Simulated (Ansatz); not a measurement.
B2Ru:
```yaml
crystal:
  lattice:
    - [2.84943, 0.00000, 0.00000]
    - [0.00000, 4.62552, 0.00000]
    - [0.00000, 0.00000, 4.02414]
  atoms:
    - { symbol: B, position: [0.00000, 0.80393, 0.36254] }
    - { symbol: B, position: [0.00000, 0.19607, 0.36254] }
    - { symbol: B, position: [0.50000, 0.69607, 0.63746] }
    - { symbol: B, position: [0.50000, 0.30393, 0.63746] }
    - { symbol: Ru, position: [0.00000, 0.00000, 0.84859] }
    - { symbol: Ru, position: [0.50000, 0.50000, 0.15141] }
```

Relaxed with PBEsol. Special points in fractions of this cell's reciprocal vectors: Γ (0.000, 0.000, 0.000); X (0.500, 0.000, 0.000); S (0.500, 0.500, 0.000); Y (0.000, 0.500, 0.000); Z (0.000, 0.000, 0.500); U (0.500, 0.000, 0.500); R (0.500, 0.500, 0.500); T (0.000, 0.500, 0.500).

Task: List the band energies nearest the Fermi level at these points for plane-wave PAW PBEsol (Ansatz code).

Result: In eV from the Fermi level; about four levels below and three above (degenerate sets whole), none deeper than 8.9 eV; points with the same levels are listed once.

```
k                    below                above
-  -----------------------  -------------------
Γ  -3.07 -2.19 -1.81 -1.19       0.04 1.85 4.09
X  -5.02 -5.02 -2.28 -2.28  0.59 0.59 1.73 1.73
S  -3.83 -3.83 -0.31 -0.31  1.50 1.50 3.47 3.47
Y  -2.96 -2.96 -2.27 -2.27  2.32 2.32 2.60 2.60
Z  -2.51 -1.90 -1.87 -0.54       0.80 2.91 4.12
U  -0.20 -0.20 -0.20 -0.20  1.13 1.13 6.36 6.36
R  -3.19 -3.19 -2.54 -2.54  0.95 0.95 1.08 1.08
T  -2.72 -2.72 -1.40 -1.40  0.38 0.38 2.74 2.74
```

Space group Pmmn. The workflow started from a Materials Project entry (that database holds measured and hypothetical structures alike); the Crystallography Open Database files this formula in space group No. 59, but the cells were not matched. Whether it is the stable phase at ambient conditions was not checked. Symmetry was held in the PBEsol relaxation; whether a distortion lowers the energy is not shown. The run is not spin-polarised. Scalar-relativistic: spin–orbit coupling is off unless named, which matters more the heavier the elements.

Potentials: the later of the program's two PAW sets.
